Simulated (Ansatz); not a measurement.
Here is the system:

ScGeO3:
```xyz
5
Lattice="3.5978 0.0000 0.0000 0.0000 3.5978 0.0000 0.0000 0.0000 4.9679" Properties=species:S:1:pos:R:3 pbc="T T T"
Sc     1.7989     1.7989     3.0585
Ge     0.0000     0.0000     1.1086
O      0.0000     1.7989     2.1106
O      1.7989     0.0000     2.1106
O      1.7989     1.7989     0.0083
```

This is the PBEsol-relaxed structure.

Problem. All from PBEsol in the plane-wave PAW code Ansatz, unless another level is named. Predict the electronic character.

Solution. metallic (no gap).

Problem. Next, the density of states at the Fermi level?

Solution. 0.31 states/eV per atom (mean over ±0.08 eV).

Problem. Predict the formation energy from the elements (no fitted shifts).

Solution. -1.95 eV/atom.

Problem. Predict the gap with spin–orbit coupling.

Solution. none (metallic).

Space group P4mm. The start of the workflow was typed in or built on a structure type; neither database checked (COD, Materials Project) lists it. Whether it is the stable phase at ambient conditions was not checked. Symmetry was held in the PBEsol relaxation. At this level the phase is dynamically unstable (imaginary phonons). No spin polarisation was allowed. With an odd number of electrons in the cell and no spin polarisation, the count alone makes it a metal. The references are the lowest solids computed at this level, not always the standard phases (solids in place of the gases). Scalar-relativistic: spin–orbit coupling is off unless named, which matters more the heavier the elements.

Potentials: the earlier of the program's two PAW sets. The files were generated under PBE; for other functionals the program regenerates the frozen cores, and for LDA and PBEsol the local potential too.
